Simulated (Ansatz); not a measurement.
# MgRh: moving Mg off its site

MgRh, Pm-3m, a = 3.099 Å (as given, not relaxed at this level: -1.0 GPa). The structure is a COD entry; whether it is the stable form wasn't checked. Ansatz: r2SCAN, PAW, 500 eV, Γ-centred 16×16×16 mesh on 2 atoms, Gaussian smearing 0.15 eV; no spin polarisation.

```yaml
crystal:
  lattice:
    - [3.09920, 0.00000, 0.00000]
    - [0.00000, 3.09920, 0.00000]
    - [0.00000, 0.00000, 3.09920]
  atoms:
    - { symbol: Mg, position: [0.00000, 0.00000, 0.00000] }
    - { symbol: Rh, position: [0.50000, 0.50000, 0.50000] }
```

Atom 1 (Mg) moves by x along the unit vector (-1.000, 0.000, 0.000), with its periodic images; all else is held. y is the free energy of the cell over the start, F the force along the path summed over the moved atoms. Symmetry makes y even in x.

| x (Å) | y (meV) | F (eV/Å) |
| --- | --- | --- |
| -0.200 | ? | ? |
| -0.100 | 28.1 | 0.56 |
| 0.000 | 0.0 | 0.00 |
| 0.025 | 1.8 | -0.14 |
| 0.050 | 7.0 | -0.28 |
| 0.075 | 15.8 | -0.42 |
| 0.125 | 43.9 | -0.70 |
| 0.150 | 63.1 | -0.84 |
| 0.175 | 85.8 | -0.98 |

**Question.** Fit y = c2 x² + c4 x⁴ to the energies of the other rows, give the force constant, and predict energy and force of the missing row.

**Answer.** Least squares on the rows shown. y = 2814 x² − 413.3 x⁴. The force constant is 2 c2 = 5.63 eV/Å² (for all images moving together, not for a lone atom). With two atoms in a cubic cell this is the optical mode at Γ (in a metal it hangs on mesh and smearing): ω = 521.5 √(2 c2/μ) = 279 cm⁻¹ for μ = 19.66 u. The force −dy/dx at the missing row is 1.11 eV/Å (computed 1.11). At x = -0.200 the fit asked for gives 111.9 meV. The run gave 111.9 meV, the same to the digits shown.